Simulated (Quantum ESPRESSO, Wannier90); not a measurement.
## TlBr (CsCl type): Wannier90 run

```
begin unit_cell_cart
ang
    3.9999100000    0.0000000000    0.0000000000
    0.0000000000    3.9999100000    0.0000000000
    0.0000000000    0.0000000000    3.9999100000
end unit_cell_cart
begin atoms_frac
Tl   0.0000000000  0.0000000000  0.0000000000
Br   0.5000000000  0.5000000000  0.5000000000
end atoms_frac
```

Materials Project entry mp-22875; symmetrised, unrelaxed at this level. COD (Crystallography Open Database) has an entry of this formula and space group (matched by these alone). Method: PBEsol plane waves in Quantum ESPRESSO 7.5 (PseudoDojo norm-conserving files, 50 Ry, spinors with spin-orbit coupling), Bloch states on a 6×6×6 mesh through Γ, Wannier90 4.0.1. Density: 8×8×8 mesh, cold smearing 0.01 Ry.

A tight-binding model is made by disentanglement and projection with no localisation steps (num_iter = 0), so the 16 orbitals stay atom-like: hydrogen-like Tl: s;p; Br: s;p, axes along x, y, z; frozen window up to 2.71 eV relative to the valence-band maximum. It follows pw.x to 5.6 meV rms for states up to 2.2 eV relative to the valence-band maximum. Matrix elements depend on this choice of orbitals and windows. Bands 3–6 (Tl 5d 100 %), 7–12 (Tl 5d 99 %) lie between the kept ones and are excluded.

The 20 largest hoppings ⟨m,0|H|n,R⟩ between different sites (one of each Hermitian pair; signs follow the real orbitals' lobes; the list may end inside a set of equal values):

```tsv
m	n	R	distance of the centres (Å)	t (eV)	Im t (eV)
Tl1 pz↑	Tl1 pz↑	0 0 1	4.00	0.941	0.000
Tl1 py↓	Tl1 py↓	0 1 0	4.00	0.941	0.000
Tl1 pz↓	Tl1 pz↓	0 0 1	4.00	0.941	0.000
Tl1 py↑	Tl1 py↑	0 1 0	4.00	0.941	0.000
Tl1 px↑	Tl1 px↑	1 0 0	4.00	0.941	0.000
Tl1 px↓	Tl1 px↓	1 0 0	4.00	0.941	0.000
Br2 pz↑	Tl1 px↑	0 0 0	3.46	0.399	0.015
Br2 pz↑	Tl1 py↑	0 0 0	3.46	0.399	-0.015
Br2 pz↓	Tl1 px↓	0 0 0	3.46	0.399	-0.015
Br2 pz↓	Tl1 py↓	0 0 0	3.46	0.399	0.015
Br2 pz↑	Tl1 px↑	0 0 1	3.46	-0.399	-0.015
Br2 pz↑	Tl1 py↑	0 0 1	3.46	-0.399	0.015
Br2 pz↓	Tl1 px↓	0 0 1	3.46	-0.399	0.015
Br2 pz↓	Tl1 py↓	0 0 1	3.46	-0.399	-0.015
Br2 pz↑	Tl1 px↑	0 1 0	3.46	0.399	-0.015
Br2 pz↑	Tl1 py↑	0 1 0	3.46	-0.399	-0.015
Br2 pz↓	Tl1 px↓	0 1 0	3.46	0.399	0.015
Br2 pz↓	Tl1 py↓	0 1 0	3.46	-0.399	0.015
Br2 pz↑	Tl1 px↑	0 1 1	3.46	-0.399	0.015
Br2 pz↑	Tl1 py↑	0 1 1	3.46	0.399	0.015
```
